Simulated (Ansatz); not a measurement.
Pt (fcc, Cu type)

```xyz
1
Lattice="0.0000 1.9700 1.9700 1.9700 0.0000 1.9700 1.9700 1.9700 0.0000" Properties=species:S:1:pos:R:3 pbc="T T T"
Pt     0.0000     0.0000     0.0000
```

The volume is varied about the relaxed value V₀ at fixed cell shape. Symmetry pins the atoms to their sites.

All values below come from r2SCAN (plane waves to 500 eV, PAW, scalar-relativistic; Ansatz, a program for electronic structure). k mesh 20×20×20 (Γ-centred), Fermi-Dirac smearing 0.05 eV. The energy includes the smearing's −TS. Stress and pressure are positive under compression. Pt is run without spin polarisation. Pt was relaxed with its symmetry unable to fall. Spin-orbit coupling is left out, though Pt is heavy. The PAW data are Ansatz's earlier set. The zero of ΔE is the relaxed starting cell. The last digit holds for this mesh only.

| V (Å³/atom) | ΔE (meV/atom) |
|---|---|
| 13.762 | 162.2 |
| 14.017 | 108.3 |
| 14.271 | 66.7 |
| 14.526 | 36.1 |
| 14.781 | 15.5 |
| 15.036 | 3.7 |
| 15.291 | 0.0 |
| 15.546 | 3.5 |
| 15.800 | 13.4 |
| 16.055 | 29.1 |
| 16.310 | 50.0 |
| 16.565 | withheld |
| 16.820 | 105.2 |

### Question
Fit a third-order Birch-Murnaghan form (E₀, V₀, B₀, B₀′ free) to the given rows and predict ΔE at V = 16.565.

### Answer
Least squares on the 12 given rows: ΔE = E₀ + (9V₀B₀/16)·y²·[2 + (B₀′ − 4)y], y = (V₀/V)^(2/3) − 1, with V₀ = 15.290 Å³/atom, B₀ = 270.8 GPa (160.2 GPa = 1 eV/Å³; the term in eV is multiplied by 1000), B₀′ = 5.50, E₀ = 0.02 meV/atom; root-mean-square residual 0.06 meV/atom. At 16.565 the fit gives 75.6 meV/atom; the calculation gives 75.5 meV/atom, so the interpolation is off by 0.1 (+0.1 %). For the pressure the fit gives -17.4 GPa against the computed -17.4 GPa.

(Under strain, the slope of the energy per volume gives the stress and its curvature an elastic modulus.)
